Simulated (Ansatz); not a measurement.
La:
```xyz
4
Lattice="3.7758 0.0000 0.0000 -1.8879 3.2700 0.0000 0.0000 0.0000 12.0661" Properties=species:S:1:pos:R:3 pbc="T T T"
La     0.0000     0.0000     0.0000
La     0.0000     0.0000     6.0330
La     0.0000     2.1800     3.0165
La     1.8879     1.0900     9.0496
```

Relaxed with r²SCAN. Special points in fractions of this cell's reciprocal vectors: Γ (0.000, 0.000, 0.000); M (0.500, 0.000, 0.000); K (0.333, 0.333, 0.000); A (0.000, 0.000, 0.500); L (0.500, 0.000, 0.500); H (0.333, 0.333, 0.500).

Problem. List the band energies nearest the Fermi level at these points for r²SCAN in the plane-wave PAW code Ansatz.

Solution. In eV from the Fermi level; about four levels below and three above (degenerate sets whole), none deeper than 8.9 eV; points with the same levels are listed once.

```json
[
 {"k": "Γ", "below": "-3.33 -1.93 -1.93 -1.84", "above": "0.52 0.69 1.34 1.34"},
 {"k": "M", "below": "-1.11 -0.68 -0.29 -0.23", "above": "0.51 1.02 1.27"},
 {"k": "K", "below": "-0.61 -0.53 -0.53 -0.04", "above": "0.10 0.10 0.94"},
 {"k": "A", "below": "-2.84 -2.84 -1.75 -1.75", "above": "0.91 0.91 1.34 1.34"},
 {"k": "L", "below": "-1.44 -1.44 -1.13 -1.13", "above": "0.75 0.75 1.38 1.38"},
 {"k": "H", "below": "-0.09 -0.09 -0.07 -0.07", "above": "0.92 0.92 0.94 0.94"}
]
```

Space group P6_3/mmc (dhcp (α-La type)). Symmetry was held in the r²SCAN relaxation. Scalar-relativistic: spin–orbit coupling is off unless named, which matters more the heavier the elements.

Potentials: the later of the program's two PAW sets.
